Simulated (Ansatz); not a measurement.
NbAl$_{3}$:
```
CELL_PARAMETERS angstrom
     -1.91709     1.91709     4.28858
      1.91709    -1.91709     4.28858
      1.91709     1.91709    -4.28858
ATOMIC_POSITIONS crystal
  Al 0.50000 0.50000 0.00000
  Al 0.75000 0.25000 0.50000
  Al 0.25000 0.75000 0.50000
  Nb 0.00000 0.00000 0.00000
```

Relaxed with r²SCAN. Special points in fractions of this cell's reciprocal vectors: Γ (0.000, 0.000, 0.000); X (0.000, 0.000, 0.500); P (0.250, 0.250, 0.250); N (0.000, 0.500, 0.000); M (0.500, 0.500, -0.500); S (0.300, 0.700, -0.300); S0 (-0.300, 0.300, 0.300); R (-0.100, 0.100, 0.500); G (0.500, 0.500, -0.100).

Question: List the band energies nearest the Fermi level at these points for the program Ansatz at the r²SCAN level (PAW).

Answer: In eV from the Fermi level; about four levels below and three above (degenerate sets whole), none deeper than 8.9 eV; points with the same levels are listed once.

```json
[
 {"k": "Γ", "below": "-3.02 -2.70 -2.21 -2.21", "above": "0.05 1.69 1.69"},
 {"k": "X", "below": "-4.30 -2.98 -2.90 -2.16", "above": "1.86 2.13 2.82"},
 {"k": "P", "below": "-5.00 -2.55 -2.55 -1.61", "above": "0.63 1.87 2.13"},
 {"k": "N", "below": "-3.14 -2.26 -1.26 -0.33", "above": "1.89 1.93 2.98"},
 {"k": "M", "below": "-1.19 -1.19 -1.01 -0.08 -0.08", "above": "0.23 3.28 5.73"},
 {"k": "S", "below": "-2.19 -1.69 -1.37 -0.22", "above": "1.46 2.13 3.14 3.15"},
 {"k": "R", "below": "-4.01 -2.92 -2.21 -2.02", "above": "1.62 2.03 2.27"}
]
```

Space group I4/mmm. The workflow started from a Materials Project entry (that database holds measured and hypothetical structures alike); the Crystallography Open Database copy checked does not list it. With Al and Nb taken as one species the cell has the higher symmetry I4/mmm, so it may be an ordered model of a mixed-site phase. Its standing as an ambient phase is unchecked. The r²SCAN relaxation kept the symmetry of its start; its stability against distortions is not shown here. The run is not spin-polarised. Spin–orbit coupling is left out wherever it is not named.

Potentials: the later of the program's two PAW sets.
